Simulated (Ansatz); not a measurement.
Hf2CuSb3 in space group P-4m2 (No. 115; Sb on 1b, Cu on 1a, Hf on 2g, Sb on 2g), DFT-r²SCAN in the program Ansatz with PAW potentials, all energies at zero smearing, with the estimated change up to a 700 eV cutoff added, with one set of potentials and settings (totals compare only within such a set). Cell of 6 atoms (3 Sb, 1 Cu, 2 Hf): -57597.127 eV.

| element | reference phase | E (eV/atom) |
|---|---|---|
| Sb | R-3m, 2 atoms in the cell | -6499.1272 |
| Cu | Fm-3m, 1 atoms in the cell | -6631.2396 |
| Hf | P6_3/mmc, 2 atoms in the cell | -15733.0631 |

Formation energy per atom, worked out: (-57597.127 − 3×(-6499.1272) − 1×(-6631.2396) − 2×(-15733.0631))/6 = -0.397 eV/atom (-38 kJ per mol of atoms), at 0 K, without zero-point energy or fitted corrections.

The workflow started from an entry of the Crystallography Open Database (COD). Its standing as an ambient phase is unchecked. The cell was relaxed with r²SCAN under the symmetry of its start; its stability against distortions is not shown here. The run is not spin-polarised. The references are the lowest solids computed at this level, not always the standard phases. Spin–orbit coupling is left out wherever it is not named.

Potentials: the later of the program's two PAW sets.
